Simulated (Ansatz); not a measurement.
**Ti5Sb2Rh: reading a single point**

```
CELL_PARAMETERS angstrom
0.00000 0.00000 5.38109
5.30919 -5.30919 2.69055
5.30919 5.30919 -2.69055
ATOMIC_POSITIONS crystal
Ti 0.21050 0.85870 0.27970
Ti 0.06920 0.72030 0.85870
Ti 0.78950 0.14130 0.72030
Ti 0.93080 0.27970 0.14130
Ti 0.28950 0.27970 0.85870
Ti 0.43080 0.85870 0.72030
Ti 0.71050 0.72030 0.14130
Ti 0.56920 0.14130 0.27970
Ti 0.75000 0.50000 0.50000
Ti 0.25000 0.50000 0.50000
Rh 0.25000 0.00000 0.00000
Rh 0.75000 0.00000 0.00000
Sb 0.66350 0.50000 0.82700
Sb 0.16350 0.17300 0.50000
Sb 0.33650 0.50000 0.17300
Sb 0.83650 0.82700 0.50000
```

Single point in Ansatz 0.2.0 with r2SCAN, no spin polarisation. Cutoff 500 eV, PAW datasets, 7×7×7 Γ-centred k mesh, fermi-dirac filling (width 0.1 eV).

(1) What is the formation energy?

(2) What happens at the Fermi level?

(3) How is the charge shared?

(4) What do density and ELF say about some of the short contacts?

Origin: a database entry at a rescaled volume. Caveats: many states at the Fermi level without spin polarisation, so a magnetic state may lie lower.

Answers

(1) -0.55 eV an atom against the elements' usual phases (free molecules for gases, crystals otherwise, with no correction for O₂ or N₂), so it is bound against them; other compounds may still compete. Relaxing would lower it.

(2) It is a metal, with about 22 states/eV a cell as the mean within 0.25 eV of the Fermi level, mostly Ti d (83 %).

(3) Bader charges in e: Ti +0.81 to +1.15, Sb -1.74, Rh -1.95. In the mean Ti gives up most and Rh takes most.

(4) Ti–Ti at 2.69 Å: least valence density 0.29 e/Å³ and ELF 0.33 there. Rh–Rh at 2.69 Å: least valence density 0.38 e/Å³ and ELF 0.30 there. Ti–Rh at 2.71 Å: least valence density 0.29 e/Å³ and ELF 0.23 there. These are pseudo-fields; inside the PAW spheres they differ from the all-electron ones.
